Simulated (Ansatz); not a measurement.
Starting cell, SnO (litharge type, space group P4/nmm):

```
CELL_PARAMETERS angstrom
      3.83710     0.00000     0.00000
      0.00000     3.83710     0.00000
      0.00000     0.00000     4.75861
ATOMIC_POSITIONS crystal
  Sn 0.50000 0.00000 0.24344
  Sn 0.00000 0.50000 0.75656
  O  0.00000 0.00000 0.00000
  O  0.50000 0.50000 0.00000
```

In this cell atom 3 (O, nearest neighbour Sn at 2.241 Å; its periodic images, 3.8 Å or more away, move with it) is moved by s along Cartesian [110], unit vector (0.707, 0.707, 0.000); all other atoms and the cell stay fixed.

Calculation: PBE-D3(BJ) (plane waves to 420 eV, PAW, scalar-relativistic; Ansatz, a quantum-chemistry and plane-wave program). k mesh 10×10×8 (Γ-centred), Fermi-Dirac smearing 0.05 eV. Energies are smeared free energies. With partly filled bands, energies and forces of such displacements shift with the k mesh and the smearing. At this level the bands of SnO touch or barely overlap; measurements give the solid a gap. SnO was relaxed with its symmetry unable to fall. ΔE is measured from the undisplaced structure. The last digit holds for this mesh only.

```json
[
 {"s (Å)": "-0.450", "ΔE (meV/cell)": "853.9"},
 {"s (Å)": "-0.360", "ΔE (meV/cell)": "528.4"},
 {"s (Å)": "-0.270", "ΔE (meV/cell)": "288.8"},
 {"s (Å)": "-0.180", "ΔE (meV/cell)": "125.6"},
 {"s (Å)": "-0.090", "ΔE (meV/cell)": "31.0"},
 {"s (Å)": "0.000", "ΔE (meV/cell)": "0.0"},
 {"s (Å)": "0.090", "ΔE (meV/cell)": "31.0"},
 {"s (Å)": "0.180", "ΔE (meV/cell)": "125.6"},
 {"s (Å)": "0.270", "ΔE (meV/cell)": "288.8"},
 {"s (Å)": "0.360", "ΔE (meV/cell)": "528.4"},
 {"s (Å)": "0.450", "ΔE (meV/cell)": "853.9"}
]
```

Q: What force constant k = d²E/ds² at s = 0 does the table give?

A: 7.6 eV/Å². It is the second difference of the nearest points, corrected with the next pair.

Q: With k = 7.61 eV/Å² from the forces, is the well harmonic out to s = 0.450 Å?

A: ½ks² = 770 meV/cell against the computed 854 meV/cell, so the well is stiffer than harmonic there.

(A displaced cell: forces are minus the slopes of the energy, force constants its curvatures, and phonons follow from these.)
